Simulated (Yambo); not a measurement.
Yambo run on BeS (zinc blende, space group F-43m, No. 216). The wavefunctions are PBE (Quantum ESPRESSO, PseudoDojo norm-conserving, 88 Ry, without SOC) ones on a 6×6×6 mesh (5 occupied bands); a = 3.4438 Å, b = 3.4438 Å, c = 3.4438 Å, α = 60.00°, β = 60.00°, γ = 60.00°.

Yambo input:

```
rim_cut
gw0
dyson
el_el_corr
HF_and_locXC
cohsex
em1s
RandQpts= 1000000
RandGvec= 1 Ry
EXXRLvcs= 88 Ry
VXCRLvcs= 352 Ry
Chimod= "HARTREE"
% BndsRnXs
 2 | 62 |
%
NGsBlkXs= 10 Ry
% LongDrXs
 1.0 | 1.0 | 1.0 |
%
ExtendOut
% QPkrange
 1 | 1 | 5 | 6 |
 13 | 13 | 6 | 6 |
%
```

k points by index: 1 = Γ, 13 = X.

Resulting energies as the program prints them:

```
#    K-point    Band    Eo [eV]    E [eV]    E-Eo [eV]    Vxc [eV]    Vnlxc [eV]    Sc|Eo [eV]    Re(Z)    Im(Z)
#
    1    5    0.000000    -3.586431    -3.586431    -13.69819    -16.54512    -0.739502    1.000000    0.000000
    1    6    5.669154    4.897462    -0.771692    -11.01831    -5.833498    -5.956505    1.000000    0.000000
    13    6    3.141328    2.006973    -1.134355    -9.306821    -5.141944    -5.299232    1.000000    0.000000
```
(The two width columns are left out.) Convergence of these settings isn't established.

Geometry of the Materials Project entry, not relaxed at this level.
